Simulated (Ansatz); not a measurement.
F:
```yaml
crystal:
  lattice:
    - [2.68953, 1.55111, 0.00000]
    - [-2.68953, 1.55111, 0.00000]
    - [-2.17981, 0.00000, 6.90846]
  atoms:
    - { symbol: F, position: [0.08266, 0.91734, 0.09532] }
    - { symbol: F, position: [0.91734, 0.08266, 0.90468] }
    - { symbol: F, position: [0.49568, 0.50432, 0.59552] }
    - { symbol: F, position: [0.50432, 0.49568, 0.40448] }
```

Relaxed with r²SCAN. Special points in fractions of this cell's reciprocal vectors: Γ (0.000, 0.000, 0.000); C (0.341, 0.341, 0.000); C2 (-0.341, 0.659, 0.000); Y2 (-0.500, 0.500, 0.000); M2 (-0.500, 0.500, 0.500); D (-0.321, 0.679, 0.500); D2 (0.321, 0.321, 0.500); A (0.000, 0.000, 0.500); L2 (0.000, 0.500, 0.500); V2 (0.000, 0.500, 0.000).

**Question.** List the band energies nearest the valence-band maximum at these points for r²SCAN in the plane-wave PAW code Ansatz.

**Answer.** In eV from the valence-band maximum; about four levels below and three above (degenerate sets whole), none deeper than 8.9 eV; … stands for higher levels left out; points with the same levels are listed once.

```csv
k,below,above
Γ,-0.35 -0.19 -0.17 -0.05,3.69 4.91 …
C,-0.63 -0.50 -0.34 -0.33,4.35 4.51 …
Y2,-0.63 -0.42 -0.34 0.00,4.33 4.44 …
M2,-0.63 -0.56 -0.18 -0.15,4.40 4.43 …
D,-0.70 -0.54 -0.43 -0.23,4.42 4.47 …
A,-0.31 -0.26 -0.12 -0.09,4.26 4.31 …
L2,-0.82 -0.50 -0.40 -0.14,4.19 4.67 …
V2,-0.67 -0.64 -0.34 -0.28,4.42 4.47 …
```

Space group C2/m. The workflow started from an entry of the Crystallography Open Database (COD, 23 K), which files this formula under 3 space groups. It is not the usual solid phase (space group No. 15). Symmetry was held in the r²SCAN relaxation; its stability against distortions is not shown here. The substance is a gas or liquid at ambient conditions. A crystal of weakly bound molecules computed without a dispersion correction: the cell and the soft elastic constants depend strongly on that.

Potentials: the later of the program's two PAW sets.
